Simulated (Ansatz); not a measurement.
HfSiO$_{4}$:
```xyz
12
Lattice="-3.2910 3.2910 2.9858 3.2910 -3.2910 2.9858 3.2910 3.2910 -2.9858" Properties=species:S:1:pos:R:3 pbc="T T T"
Hf     0.0000     0.0000     0.0000
Hf     0.0000     3.2910     1.4929
Si     3.2910     0.0000     1.4929
Si     0.0000     0.0000     2.9858
O      3.2910     2.0757    -1.0755
O      4.5062     0.0000     0.4173
O      0.0000     1.2153     1.9102
O      2.0757     0.0000     0.4173
O      3.2910     1.2153     2.5684
O      1.2153     0.0000     4.0613
O      3.2910    -1.2153     2.5684
O      2.0757     3.2910     1.0755
```

Relaxed with r²SCAN. Special points in fractions of this cell's reciprocal vectors: Γ (0.000, 0.000, 0.000); X (0.000, 0.000, 0.500); M (-0.500, 0.500, 0.500); Z (0.456, 0.456, -0.456); Z0 (-0.456, 0.544, 0.456); P (0.250, 0.250, 0.250); N (0.000, 0.500, 0.000).

Question: List the band energies nearest the valence-band maximum at these points for DFT-r²SCAN in the program Ansatz with PAW potentials.

Answer: In eV from the valence-band maximum; about four levels below and three above (degenerate sets whole), none deeper than 8.9 eV; points with the same levels are listed once.

```
k                    below                above
-  -----------------------  -------------------
Γ   -0.57 -0.57 -0.56 0.00  6.37 6.64 6.83 6.83
X  -0.92 -0.92 -0.59 -0.59  6.02 6.02 7.15 7.15
M  -1.10 -1.10 -0.88 -0.88  6.82 6.82 7.28 7.28
Z  -1.04 -1.04 -0.82 -0.82       6.74 6.90 7.17
P  -1.11 -1.11 -0.50 -0.50  6.02 6.02 7.35 7.35
N  -0.92 -0.83 -0.27 -0.18       6.26 6.41 7.19
```

Space group I4_1/amd. The cell was relaxed with r²SCAN under the symmetry of its start. The run is not spin-polarised. Spin–orbit coupling is left out wherever it is not named.

Potentials: the later of the program's two PAW sets.
